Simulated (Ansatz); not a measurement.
BN:
```xyz
2
Lattice="0.0000 1.8029 1.8029 1.8029 0.0000 1.8029 1.8029 1.8029 0.0000" Properties=species:S:1:pos:R:3 pbc="T T T"
N      2.7043     2.7043     2.7043
B      0.0000     0.0000     0.0000
```

Tensor components refer to the Cartesian frame of this cell.

Q: Give the high-frequency dielectric tensor and the Born effective charge tensors of the independent atoms from DFPT, plane-wave PAW PBEsol (Ansatz code).

A: 
ε∞:
```
4.63  0.00  0.00
0.00  4.63  0.00
0.00  0.00  4.63
```
Z* of atom 1 (N), rows: field, columns: displacement, in e:
```
-1.90   0.00   0.00
 0.00  -1.90   0.00
 0.00   0.00  -1.90
```
Z* of atom 2 (B), rows: field, columns: displacement, in e:
```
1.90  0.00  0.00
0.00  1.90  0.00
0.00  0.00  1.90
```

Space group F-43m (zinc blende). The PBEsol relaxation kept the symmetry of its start.

Potentials: the later of the program's two PAW sets.
